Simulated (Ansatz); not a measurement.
From the elastic tensor of SnGe₃Te₄ to moduli and sound speeds

These are results of DFT PBE, scalar-relativistic, plane waves, PAW (Ansatz), not measurements. Settings: 420 eV plane-wave cutoff, Γ-centred 6×6×6 mesh, Gaussian smearing of 0.01 eV. No spin polarisation.

Space group R3m (No. 160), trigonal, a = 8.609 Å, c = 11.205 Å. Sn is surrounded by 6 Te at 3.03–3.20 Å; around Ge lie 3 Te at 2.86–2.88 Å and 3 Te at 3.38–3.39 Å; Te on a site of symmetry m has 2 Ge at 2.86 Å, 2 Sn at 3.03–3.20 Å and 2 Ge at 3.39 Å; Te on a site of symmetry 3m is surrounded by 3 Ge at 2.88 Å and 3 Ge at 3.38 Å.

It was reached by relaxing an invented guess, and it needn't be the stable form of this composition. Spin–orbit coupling is left out, which matters for heavy elements.

Relaxed-ion constants (GPa, on the Cartesian axes of the calculation):
C11 = 73.8, C12 = 17.1, C13 = 18.6, C14 = 13.2, C22 = 73.8, C23 = 18.6, C24 = -13.2, C33 = 32.1, C44 = 22.7, C55 = 22.7, C56 = 13.3, C66 = 28.4 GPa; the others vanish.

Density 5.867 g/cm³; 8 atoms in 239.72 Å³.

With S = C⁻¹: B_V = (C11+C22+C33+2(C12+C13+C23))/9, G_V = (C11+C22+C33−C12−C13−C23+3(C44+C55+C66))/15, 1/B_R = S11+S22+S33+2(S12+S13+S23), 15/G_R = 4(S11+S22+S33−S12−S13−S23)+3(S44+S55+S66); Hill is their mean. Then v_l = √((B+4G/3)/ρ), v_t = √(G/ρ), v_m = [(2/v_t³+1/v_l³)/3]^(−1/3) and Θ = (ħ/k_B)·v_m·(6π²n/V)^(1/3) for n atoms in the volume V; E = 9BG/(3B+G), ν = (3B−2G)/(2(3B+G)) and A^U = 5G_V/G_R + B_V/B_R − 6.

```json
{"Bulk modulus, Voigt / Reuss / Hill": "32.0 / 27.6 / 29.8 GPa", "Shear modulus, Voigt / Reuss / Hill": "23.1 / 16.4 / 19.8 GPa", "Young's modulus": "49 GPa", "Poisson ratio": "0.229", "Pugh ratio B/G": "1.51 (under 1.75, the rule of thumb for brittle)", "Universal anisotropy index": "2.20", "Longitudinal and transverse sound speeds": "3094 and 1835 m/s", "Debye temperature from the mean sound speed": "195 K"}
```
